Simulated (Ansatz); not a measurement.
The relaxed structure here is a generated cell of SiS2: the first start was made by placing the elements on the sites of a structure type, and the end was not matched to a known phase here, so it may be hypothetical.

The end point of a relaxation of SiS2. Space group Fd-3m (No. 227), AFLOW prototype AB2_cF48_227_c_e (as in Ti2C). Calculation: r2SCAN (plane waves to 500 eV, PAW, scalar-relativistic; Ansatz, a quantum-chemistry and plane-wave program).

```cif
data_S8Si4
_chemical_formula_sum 'Si4 S8'
_space_group_name_H-M_alt 'P 1'
_space_group_IT_number 1
_cell_length_a 6.68065
_cell_length_b 6.68065
_cell_length_c 6.68065
_cell_angle_alpha 60.000
_cell_angle_beta 60.000
_cell_angle_gamma 60.000
loop_
_space_group_symop_operation_xyz
  'x, y, z'
loop_
_atom_site_label
_atom_site_type_symbol
_atom_site_fract_x
_atom_site_fract_y
_atom_site_fract_z
_atom_site_occupancy
Si1 Si 0.12500 0.12500 0.12500 1
Si2 Si 0.62500 0.12500 0.12500 1
Si3 Si 0.12500 0.62500 0.12500 1
Si4 Si 0.12500 0.12500 0.62500 1
S1 S 0.37002 0.37002 0.37002 1
S2 S 0.88995 0.37002 0.37002 1
S3 S 0.37002 0.88995 0.37002 1
S4 S 0.37002 0.37002 0.88995 1
S5 S 0.87998 0.87998 0.87998 1
S6 S 0.36005 0.87998 0.87998 1
S7 S 0.87998 0.36005 0.87998 1
S8 S 0.87998 0.87998 0.36005 1
```

**Question.** Give the band gap at the level r2SCAN.

**Answer.** 1.36 eV, indirect (valence top at k = (0, 0.2, -0.2), conduction bottom at Γ) (no spin-orbit coupling).

**Question.** What is the computed smallest direct gap (r2SCAN)?

**Answer.** 1.53 eV at Γ.

No spin polarisation in the result.

The run could not lose the symmetry of its start, so the end can be a saddle point.
